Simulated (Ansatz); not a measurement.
PbS (rock salt)

```
CELL_PARAMETERS angstrom
      0.00000     6.00891     6.00891
      3.00445     3.00445     6.00891
      3.00445     3.00445     0.00000
ATOMIC_POSITIONS crystal
  S  0.00000 0.00000 0.00000
  S  0.50000 0.00000 0.00000
  Pb 0.00000 0.50000 0.50000
  Pb 0.50000 0.50000 0.50000
```

The atoms are displaced by Q × the pattern below (from a DFPT mode at X = (0.5, 0.5, 0.0), largest move 1; Q in Å), at fixed cell. It is one choice among 2 degenerate patterns. (q is in reciprocal vectors of the primitive cell; the cell shown is doubled to hold the pattern.)

```
atom      x       y      z
----  -----  ------  -----
S1    0.000   0.086  0.000
S2    0.000  -0.086  0.000
Pb3   0.000   1.000  0.000
Pb4   0.000  -1.000  0.000
```

Calculation: PBE (plane waves to 420 eV, PAW, scalar-relativistic; Ansatz, a quantum-chemistry and plane-wave program). k mesh 10×10×10 (Γ-centred), Fermi-Dirac smearing 0.05 eV. The energy includes the smearing's −TS. PbS was relaxed with its symmetry unable to fall. Spin-orbit coupling is left out, though Pb is heavy. The zero of ΔE is the undisplaced structure.

Successive frames, forces in eV/Å:

| frame | ΔE (eV/cell) | F on S1 | F on S2 | F on Pb3 | F on Pb4 |
|---|---|---|---|---|---|
| Q = 0.180 Å | 0.0407 | (0.000, -0.079, 0.000) | (0.000, 0.079, 0.000) | (0.000, -0.266, 0.000) | (0.000, 0.266, 0.000) |
| Q = 0.150 Å | 0.0265 | (0.000, -0.047, 0.000) | (0.000, 0.047, 0.000) | (0.000, -0.200, 0.000) | (0.000, 0.200, 0.000) |
| Q = 0.120 Å | 0.0160 | (0.000, -0.024, 0.000) | (0.000, 0.024, 0.000) | (0.000, -0.145, 0.000) | (0.000, 0.145, 0.000) |
| Q = 0.090 Å | 0.0086 | (0.000, -0.011, 0.000) | (0.000, 0.011, 0.000) | (0.000, -0.101, 0.000) | (0.000, 0.101, 0.000) |

Problem. What are the energy and the forces in the next frame, Q = 0.060 Å?

Solution. ΔE (eV/cell) = 0.0037.

```
atom     Fx      Fy     Fz
----  -----  ------  -----
S1    0.000  -0.004  0.000
S2    0.000   0.004  0.000
Pb3   0.000  -0.063  0.000
Pb4   0.000   0.063  0.000
```

(A displaced cell: forces are minus the slopes of the energy, force constants its curvatures, and phonons follow from these.)
